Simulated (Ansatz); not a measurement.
Sheets of one type (Fe3GeTe2-type), PBE (plane waves, PAW; program Ansatz); HSE06 gaps on those cells.

| layer | a (Å) | thickness (Å) |
|---|---|---|
| AlFe3Te2 | ? | ? |
| Fe3SiTe2 | 3.968 | 5.15 |
| Fe3GeTe2 | 4.053 | 5.15 |

Q: Complete the blanks.

A: 
- AlFe3Te2, a (Å): 4.069
- AlFe3Te2, thickness (Å): 5.04

Spin orders computed, not proven ground states: AlFe3Te2, Fe3GeTe2-type layer ferromagnetic; Fe3SiTe2, Fe3GeTe2-type layer ferromagnetic; Fe3GeTe2, Fe3GeTe2-type layer ferromagnetic. All cells were relaxed under the symmetry of their starts (and spin orders); stability against distortions was not tested throughout. Scalar-relativistic: spin–orbit coupling is off unless named, which matters more the heavier the elements. Constructed layers (a layer type filled with these elements): AlFe3Te2, Fe3GeTe2-type layer; Fe3SiTe2, Fe3GeTe2-type layer.

Potentials: the later of the program's two PAW sets.
